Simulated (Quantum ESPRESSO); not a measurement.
Simulation results for AlAu7 (simulated cell)

Calculation on a made-up metal alloy cell, not a measurement: no spin or spin-orbit, unrelaxed, 2900 K smearing, stress positive in tension, cell energy less fitted offsets; periodic Kohn-Sham density functional theory in plane waves with PseudoDojo standard norm-conserving scalar-relativistic pseudopotentials, each functional with its own files (v0.5 for PBE, v0.4.1 for LDA and PBEsol), eight atoms on drawn sites of a strained close-packed or body-centred lattice, each displaced and held fixed; the energy is the cell's free energy, ions and the entropy term -TS included, at the stated Fermi-Dirac width, less a fixed offset for each atom's element (shifted free energy); compositions with an open d shell lost a parallel starting moment in a cheaper test run, and other magnetic orders were not tried; an error bar is the largest change of its kind in a tighter rerun, never given below 0.002 eV, 0.02 GPa or 0.003 eV/angstrom, and covers cutoff and k-mesh only, not smearing or the files. Program: Quantum ESPRESSO 7.5.

Common to all runs: lattice type face-centred cubic; functional pbe; cutoff 1034 eV; fermi dirac smearing 0.25 eV; electrons removed 0; k mesh 6 x 6 x 3 shifted half a step off Gamma on each axis.

Notes on all entries: heavy elements are run without spin-orbit coupling, which real alloys of them have; lattice, volume and sites are drawn at random and may be unstable or far from any real phase; energies are for the whole cell, less offsets fitted to these runs, so they are not formation energies; error bars: energy 0.007 eV, stress 0.12 GPa, force 0.0073 eV/Å, from a tighter rerun of a related cell, whose elements or sites may differ.

(1) 
```cif
# cell vector a (Å): 0.0141 -0.0015 -4.2690
# cell vector b (Å): -4.1588 -0.0706 0.0141
# cell vector c (Å): 2.2137 8.5417 2.1304
data_AlAu7
_symmetry_space_group_name_H-M 'P 1'
_symmetry_Int_Tables_number 1
_cell_length_a 4.2690
_cell_length_b 4.1594
_cell_length_c 9.0774
_cell_angle_alpha 105.011
_cell_angle_beta 103.545
_cell_angle_gamma 90.383
_cell_volume 150.96
loop_
_atom_site_label
_atom_site_type_symbol
_atom_site_fract_x
_atom_site_fract_y
_atom_site_fract_z
_atom_site_occupancy
Al1 Al 0.98962 0.00725 0.98604 1
Au1 Au 0.16885 0.59405 0.26429 1
Au2 Au 0.23786 0.22955 0.51248 1
Au3 Au 0.43261 0.84090 0.74872 1
Au4 Au 0.53170 0.53706 0.01618 1
Au5 Au 0.60776 0.10726 0.24719 1
Au6 Au 0.78470 0.74608 0.50858 1
Au7 Au 0.86079 0.38251 0.75785 1
_calc_run_command 'pw.x -nk 1 -in in'
_calc_run_processor 'AMD EPYC, Zen 5, virtual cores'
_calc_entropy_term_negative_ts -0.532  # eV
_calc_pressure -4.55  # GPa
_calc_stress_xx 2.86  # GPa
_calc_stress_yy 5.88  # GPa
_calc_stress_zz 4.92  # GPa
_calc_stress_yz -0.37  # GPa
_calc_stress_xz 1.09  # GPa
_calc_stress_xy 1.14  # GPa
_calc_shifted_free_energy 0.513  # eV
```

Atoms:
| atoms element | atom site | atom energy offset (eV) |
| --- | --- | --- |
| Al | 1 | -63.26 |
| Au | 2 | -4032.82 |
| Au | 3 | -4032.82 |
| Au | 4 | -4032.82 |
| Au | 5 | -4032.82 |
| Au | 6 | -4032.82 |
| Au | 7 | -4032.82 |
| Au | 8 | -4032.82 |

Forces:
| site | x (eV/Å) | y (eV/Å) | z (eV/Å) |
| --- | --- | --- | --- |
| 1 | -0.073 | 0.22 | -0.14 |
| 2 | -0.055 | -0.296 | 0.524 |
| 3 | -0.039 | -0.249 | -0.245 |
| 4 | -0.89 | 0.437 | 1.101 |
| 5 | 0.545 | -0.489 | 0.021 |
| 6 | -0.352 | 0.257 | -0.346 |
| 7 | 0.189 | -0.378 | 0.174 |
| 8 | 0.673 | 0.499 | -1.088 |

Notes: 12 SCF iterations, 1418 s of wall time on a shared machine.

(2) 
```cif
# cell vector a (Å): 0.0141 -0.0015 -4.2690
# cell vector b (Å): -4.1588 -0.0706 0.0141
# cell vector c (Å): 2.2137 8.5417 2.1304
data_AlAu7
_symmetry_space_group_name_H-M 'P 1'
_symmetry_Int_Tables_number 1
_cell_length_a 4.2690
_cell_length_b 4.1594
_cell_length_c 9.0774
_cell_angle_alpha 105.011
_cell_angle_beta 103.545
_cell_angle_gamma 90.383
_cell_volume 150.96
loop_
_atom_site_label
_atom_site_type_symbol
_atom_site_fract_x
_atom_site_fract_y
_atom_site_fract_z
_atom_site_occupancy
Au1 Au 0.98962 0.00725 0.98604 1
Al1 Al 0.16885 0.59405 0.26429 1
Au2 Au 0.23786 0.22955 0.51248 1
Au3 Au 0.43261 0.84090 0.74872 1
Au4 Au 0.53170 0.53706 0.01618 1
Au5 Au 0.60776 0.10726 0.24719 1
Au6 Au 0.78470 0.74608 0.50858 1
Au7 Au 0.86079 0.38251 0.75785 1
_calc_run_command 'mpirun -np 4 pw.x -nk 4 -in in'
_calc_run_processor 'Intel Xeon, older, virtual cores'
_calc_entropy_term_negative_ts -0.538  # eV
_calc_pressure -4.16  # GPa
_calc_stress_xx 2.58  # GPa
_calc_stress_yy 4.99  # GPa
_calc_stress_zz 4.9  # GPa
_calc_stress_yz 0.46  # GPa
_calc_stress_xz 0.62  # GPa
_calc_stress_xy 1.17  # GPa
_calc_shifted_free_energy 0.591  # eV
```

Atoms:
| atoms element | atom site | atom energy offset (eV) |
| --- | --- | --- |
| Au | 1 | -4032.82 |
| Al | 2 | -63.26 |
| Au | 3 | -4032.82 |
| Au | 4 | -4032.82 |
| Au | 5 | -4032.82 |
| Au | 6 | -4032.82 |
| Au | 7 | -4032.82 |
| Au | 8 | -4032.82 |

Forces:
| site | x (eV/Å) | y (eV/Å) | z (eV/Å) |
| --- | --- | --- | --- |
| 1 | -0.369 | 0.928 | -0.712 |
| 2 | -0.014 | 0.027 | 0.043 |
| 3 | -0.008 | -0.706 | -0.322 |
| 4 | -0.812 | -0.004 | 1.419 |
| 5 | 0.808 | -0.011 | 0.256 |
| 6 | -0.541 | 0.621 | 0.245 |
| 7 | 0.241 | -0.619 | 0.147 |
| 8 | 0.696 | -0.236 | -1.076 |

Notes: 12 SCF iterations, 373 s of wall time on a shared machine.

(3) 
```cif
# cell vector a (Å): 0.0141 -0.0015 -4.2690
# cell vector b (Å): -4.1588 -0.0706 0.0141
# cell vector c (Å): 2.2137 8.5417 2.1304
data_AlAu7
_symmetry_space_group_name_H-M 'P 1'
_symmetry_Int_Tables_number 1
_cell_length_a 4.2690
_cell_length_b 4.1594
_cell_length_c 9.0774
_cell_angle_alpha 105.011
_cell_angle_beta 103.545
_cell_angle_gamma 90.383
_cell_volume 150.96
loop_
_atom_site_label
_atom_site_type_symbol
_atom_site_fract_x
_atom_site_fract_y
_atom_site_fract_z
_atom_site_occupancy
Au1 Au 0.98962 0.00725 0.98604 1
Au2 Au 0.16885 0.59405 0.26429 1
Al1 Al 0.23786 0.22955 0.51248 1
Au3 Au 0.43261 0.84090 0.74872 1
Au4 Au 0.53170 0.53706 0.01618 1
Au5 Au 0.60776 0.10726 0.24719 1
Au6 Au 0.78470 0.74608 0.50858 1
Au7 Au 0.86079 0.38251 0.75785 1
_calc_run_command 'mpirun -np 4 pw.x -nk 4 -in in'
_calc_run_processor 'Intel Xeon, older, virtual cores'
_calc_pressure ?
_calc_stress_xz ?
_calc_stress_zz ?
```

Atoms:
| atoms element | atom site | atom energy offset (eV) |
| --- | --- | --- |
| Au | 1 | -4032.82 |
| Au | 2 | -4032.82 |
| Al | 3 | -63.26 |
| Au | 4 | -4032.82 |
| Au | 5 | -4032.82 |
| Au | 6 | -4032.82 |
| Au | 7 | -4032.82 |
| Au | 8 | -4032.82 |

Notes: 11 SCF iterations, 419 s of wall time on a shared machine.

(4) 
```cif
# cell vector a (Å): 0.0141 -0.0015 -4.2690
# cell vector b (Å): -4.1588 -0.0706 0.0141
# cell vector c (Å): 2.2137 8.5417 2.1304
data_AlAu7
_symmetry_space_group_name_H-M 'P 1'
_symmetry_Int_Tables_number 1
_cell_length_a 4.2690
_cell_length_b 4.1594
_cell_length_c 9.0774
_cell_angle_alpha 105.011
_cell_angle_beta 103.545
_cell_angle_gamma 90.383
_cell_volume 150.96
loop_
_atom_site_label
_atom_site_type_symbol
_atom_site_fract_x
_atom_site_fract_y
_atom_site_fract_z
_atom_site_occupancy
Au1 Au 0.98962 0.00725 0.98604 1
Au2 Au 0.16885 0.59405 0.26429 1
Au3 Au 0.23786 0.22955 0.51248 1
Al1 Al 0.43261 0.84090 0.74872 1
Au4 Au 0.53170 0.53706 0.01618 1
Au5 Au 0.60776 0.10726 0.24719 1
Au6 Au 0.78470 0.74608 0.50858 1
Au7 Au 0.86079 0.38251 0.75785 1
_calc_run_command 'mpirun -np 4 pw.x -nk 4 -in in'
_calc_run_processor 'Intel Xeon, older, virtual cores'
_calc_stress_xx ?
_calc_stress_yz ?
_calc_pressure ?
```

Atoms:
| atoms element | atom site | atom energy offset (eV) |
| --- | --- | --- |
| Au | 1 | -4032.82 |
| Au | 2 | -4032.82 |
| Au | 3 | -4032.82 |
| Al | 4 | -63.26 |
| Au | 5 | -4032.82 |
| Au | 6 | -4032.82 |
| Au | 7 | -4032.82 |
| Au | 8 | -4032.82 |

Notes: 12 SCF iterations, 395 s of wall time on a shared machine.

To be estimated
1. Give the missing pressure for AlAu7 (simulated cell) (entry 3).
2. Give the missing stress xz for AlAu7 (simulated cell) (entry 3).
3. What stress zz does the calculation give for AlAu7 (simulated cell) (entry 3)?
4. What stress xx does the calculation give for AlAu7 (simulated cell) (entry 4)?
5. What stress yz does the calculation give for AlAu7 (simulated cell) (entry 4)?
6. What pressure does the calculation give for AlAu7 (simulated cell) (entry 4)?

## Answers
1. -4.61 GPa
2. 1.2 GPa
3. 4.91 GPa
4. 3.85 GPa
5. -0.38 GPa
6. -5.36 GPa

Further results for AlAu7 (simulated cell) (entry 3):

* entropy term negative ts: -0.529 eV
* stress xx: 3.43 GPa
* stress yy: 5.48 GPa
* stress yz: 0.13 GPa
* stress xy: 1.06 GPa
* shifted free energy: 0.506 eV

Forces:
| site | x (eV/Å) | y (eV/Å) | z (eV/Å) |
| --- | --- | --- | --- |
| 1 | -0.21 | 0.642 | -0.678 |
| 2 | -0.215 | 0.342 | 0.592 |
| 3 | -0.012 | -0.118 | 0.001 |
| 4 | -0.622 | -0.596 | 1.591 |
| 5 | 0.712 | -0.239 | 0.292 |
| 6 | -0.279 | 0.739 | -0.346 |
| 7 | -0.095 | -0.241 | -0.441 |
| 8 | 0.72 | -0.529 | -1.013 |

Further results for AlAu7 (simulated cell) (entry 4):

- entropy term negative ts: -0.535 eV
- stress yy: 6.05 GPa
- stress zz: 6.17 GPa
- stress xz: 0.35 GPa
- stress xy: 1.45 GPa
- shifted free energy: 0.341 eV

Forces:
| site | x (eV/Å) | y (eV/Å) | z (eV/Å) |
| --- | --- | --- | --- |
| 1 | -0.147 | 0.077 | -0.357 |
| 2 | -0.207 | -0.169 | 0.479 |
| 3 | -0.187 | 0.248 | -0.4 |
| 4 | -0.182 | -0.075 | 0.294 |
| 5 | 0.603 | -0.607 | 0.222 |
| 6 | -0.29 | 0.601 | -0.391 |
| 7 | 0.243 | 0.17 | 0.289 |
| 8 | 0.166 | -0.246 | -0.136 |
